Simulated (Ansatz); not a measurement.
Consider the following.

Si$_{3}$N$_{4}$:
```cif
data_N8Si6
_chemical_formula_sum 'N8 Si6'
_space_group_name_H-M_alt 'P 1'
_space_group_IT_number 1
_cell_length_a 5.58991
_cell_length_b 5.58991
_cell_length_c 5.58991
_cell_angle_alpha 109.471
_cell_angle_beta 109.471
_cell_angle_gamma 109.471
loop_
_space_group_symop_operation_xyz
  'x, y, z'
loop_
_atom_site_label
_atom_site_type_symbol
_atom_site_fract_x
_atom_site_fract_y
_atom_site_fract_z
_atom_site_occupancy
N1 N 0.56149 0.56149 0.56149 1
N2 N 0.43851 0.50000 0.00000 1
N3 N 0.50000 0.00000 0.93851 1
N4 N 0.00000 0.43851 0.50000 1
N5 N 0.93851 0.50000 0.00000 1
N6 N 0.06149 0.06149 0.06149 1
N7 N 0.00000 0.93851 0.50000 1
N8 N 0.50000 0.00000 0.43851 1
Si1 Si 0.25000 0.12500 0.87500 1
Si2 Si 0.87500 0.25000 0.12500 1
Si3 Si 0.75000 0.37500 0.62500 1
Si4 Si 0.62500 0.75000 0.37500 1
Si5 Si 0.12500 0.87500 0.25000 1
Si6 Si 0.37500 0.62500 0.75000 1
```

This is the PBEsol-relaxed structure.

All from plane-wave PAW PBEsol (Ansatz code), unless another level is named. Predict the hole effective mass.

0.48, 11, 11 mₑ (principal values).

Next, the smallest direct gap on the standard path?

4.13 eV.

Give the electron effective mass.

0.53, 0.53, 0.77 mₑ (principal values).

What about the HSE06 gap on the PBEsol cell?

5.49 eV.

Space group I-43d. The workflow started from an entry of the Crystallography Open Database (COD), which files this formula under 4 space groups. It is not the phase usual at ambient conditions (space group No. 176). The PBEsol relaxation kept the symmetry of its start; phonons on a q-mesh show no instability.

Potentials: the earlier of the program's two PAW sets.
